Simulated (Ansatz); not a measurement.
TiC:
```
TiC
1.0
    0.00000     2.16426     2.16426
    2.16426     0.00000     2.16426
    2.16426     2.16426     0.00000
Ti C
1 1
Direct
  0.00000   0.00000   0.00000
  0.50000   0.50000   0.50000
```

Relaxed with r²SCAN.

Problem. Decompose the optical modes at the zone centre into irreducible representations, and say which are infrared and Raman allowed.

Solution. Point group m-3m: Γ_opt = T1u. Infrared: T1u. Raman: none.

Problem. Assign frequencies (DFPT, r²SCAN (plane waves, PAW; program Ansatz)).

Solution. T1u 510 cm⁻¹.

Space group Fm-3m (rock salt). The cell was relaxed with r²SCAN under the symmetry of its start; of distortions, only those at the zone centre were tested. No spin polarisation was allowed. As this level gives no gap, phonon frequencies hold no LO–TO term and depend on the k-mesh and smearing (Fermi–Dirac, 0.1 eV here).

Potentials: the earlier of the program's two PAW sets.
